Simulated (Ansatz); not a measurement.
Start of a relaxation of HfVS₃:

```
CELL_PARAMETERS angstrom
4.15527 0.00000 0.00000
-2.07764 3.59857 0.00000
0.00000 0.00000 6.74670
ATOMIC_POSITIONS crystal
Hf 0.00000 0.00000 0.50000
V 0.33333 0.66667 0.50000
S 0.33333 0.66667 0.79759
S 0.33333 0.66667 0.20241
S 0.00000 0.00000 0.00000
```

Computed with Ansatz 0.2.0, DFT PBE, scalar-relativistic, plane waves, PAW. Cutoff 420 eV, Gaussian smearing, Γ-centred meshes. Cell and atoms relax first on a coarse mesh and then on a finer one. In between, the cell is made exact in the group found at 0.06 Å. In metals the finer mesh still leaves noise of several meV/atom or more. The steps can't lower the symmetry of their start. Collinear spin, starting moments V 2.0 μB.

A guess keeps its type if space group and coordination stay and the shape of the cell changes little (axis ratios within about 15 %, angles within 6°); the volume may change.

Question: Does this structure survive the relaxation?

Answer: It keeps its type. The symmetry stays P-6m2 (No. 187). The volume per atom grows by 25.8 %, from 20.2 to 25.4 Å³. The shortest distance goes from 2.01 Å (V–S) to 2.11 Å (V–S). The ratio c/a of the conventional cell changes by a factor of 1.03. Counting neighbours within 15 % of an atom's shortest distance, the start has Hf 3, S 1/6, V 2 and the end Hf 3, S 1/6, V 2.

The last run used collinear spin, a 12×12×6 mesh (in the run's order of axes) for its 5-atom cell and Gaussian smearing of 0.10 eV. These runs have no spin–orbit coupling, which can matter for Hf. No Hubbard U is applied to the 3d shell of V. The magnetic state reached may not be the lowest. A structure relaxed within its symmetry needn't be a true minimum. Another cell of HfVS3 relaxed alike, in P4/mmm, lies 1.51 eV/atom lower, so this cell isn't the stable form at this level.

In counts of neighbours, a slash parts the counts of unlike sites.
